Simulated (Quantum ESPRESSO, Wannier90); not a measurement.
**AlInSb2 (R3m): Wannier90 run**

```
AlInSb2
1.0
   -2.27624     3.94256     0.00000
   -4.55248     0.00000     0.00000
   -2.27624     1.31419     7.40292
Al In Sb
1 1 2
Direct
  0.00029   0.00029   0.99913
  0.49967   0.49967   0.50098
  0.87944   0.87944   0.36169
  0.37059   0.37059   0.88822
```

Cell from Materials Project (mp-1228866), symmetrised, no further relaxation. Not found in the COD (Crystallography Open Database) copy used; not checked further. Level: PBEsol, spinors with spin-orbit coupling; pw.x of Quantum ESPRESSO at 64 Ry with PseudoDojo potentials, 4×4×4 k-points, Wannier90. Density: 8×8×8 mesh, cold smearing 0.01 Ry. With spin-orbit coupling a semilocal functional can close or falsely invert a small gap; the band order was not checked against a better method.

Base run: 32 functions from bands 31-82 of the 82 computed, start hydrogen-like Al: s;p; In: s;p; Sb: s;p, centres 0.05 Å off the atoms, frozen window up to 1.50 eV relative to the Fermi level, outer window open. Its settings: num_cg_steps = 5, trial_step = 2 and dis_mix_ratio = 0.5 (the program's defaults), conv_tol = 1.0e-6 over 4 steps, num_iter = 1000, dis_conv_tol = 1.0e-6, dis_num_iter = 1000. One of them is changed at a time.

| run | disentanglement steps | localisation steps | Ω_I (Å²) | Ω_total (Å²) | ended |
|---|---|---|---|---|---|
| base | 120 | 179 | 57.576 | 66.173 | converged |
| fixed_step = 2.0 | 120 | 1000 | 57.576 | 69.982 | step limit |
| trial_step = 0.5 | 120 | 183 | 57.576 | 66.173 | converged |
